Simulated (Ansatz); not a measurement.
All numbers below come from Ansatz, DFT PBE, scalar-relativistic, plane waves, PAW. Settings: cutoff 420 eV, Γ-centred meshes spaced at most about 0.3 Å⁻¹, and about 0.25 Å⁻¹ or finer for metals (2π included), Gaussian smearing. No spin polarisation in the final relaxations.

Temperature and zero-point effects are left out. All come from trial cells, and lower structures may exist.

Question: Which of these relaxed structures of MoRu2 is the lowest in energy?
A.

```
Mo Ru
1.0
     2.74660    0.00000    0.00000
    -1.37330    2.37862    0.00000
     0.00000    0.00000   13.31646
Mo Ru
2 4
Direct
  0.33333 0.66667 0.90705
  0.66667 0.33333 0.09295
  0.33333 0.66667 0.25830
  0.33333 0.66667 0.57917
  0.66667 0.33333 0.42083
  0.66667 0.33333 0.74170
```

B.

```
Mo Ru
1.0
     2.75659    0.00000    0.00000
    -1.37830    2.38728    0.00000
     0.00000    0.00000   13.16408
Mo Ru
2 4
Direct
  0.66667 0.33333 0.25000
  0.33333 0.66667 0.75000
  0.66667 0.33333 0.91794
  0.66667 0.33333 0.58206
  0.33333 0.66667 0.08206
  0.33333 0.66667 0.41794
```

Answer: B. It has Mo and Ru ordered on hcp sites, space group P6_3/mmc (No. 194); the next, A, with Mo and Ru ordered on hcp sites, space group P-3m1 (No. 164), lies 48 meV/atom higher. Counting all near atoms (those within 1.25 times the shortest distance at each site), the lowest and the next both have Mo 12, Ru 12. Even the lowest lies +0.05 eV/atom against the elements.

Cells relaxed within their symmetry can be saddle points. Some types were kept out of the candidates beforehand, so the set may lack a known form.
